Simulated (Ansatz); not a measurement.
CdS:
```
CdS
1.0
    4.16469     0.00000     0.00000
   -2.08235     3.60673     0.00000
    0.00000     0.00000     6.76805
Cd S
2 2
Cartesian
  2.08235   1.20224   3.38447
  0.00000   2.40448   0.00045
  2.08235   1.20224   5.93514
  0.00000   2.40448   2.55111
```

Plane-wave PAW r²SCAN (Ansatz code) gives a gap of 1.63 eV without spin–orbit coupling, maximum at Γ, minimum at Γ.

Question: What happens when spin–orbit coupling is switched on?

Answer: The gap decreases by 0.02 eV, to 1.61 eV; maximum at Γ, minimum at Γ.

Question: Give the electron effective mass with spin–orbit coupling.

Answer: 0.15, 0.16, 0.16 mₑ (principal values).

Question: Give the hole effective mass with spin–orbit coupling.

Answer: 0.32, 0.32, 1.7 mₑ (principal values).

Space group P6_3mc (wurtzite). The cell was relaxed with r²SCAN under the symmetry of its start.

Potentials: the earlier of the program's two PAW sets. The files were generated under PBE; for other functionals the program regenerates the frozen cores, and for LDA and PBEsol the local potential too.
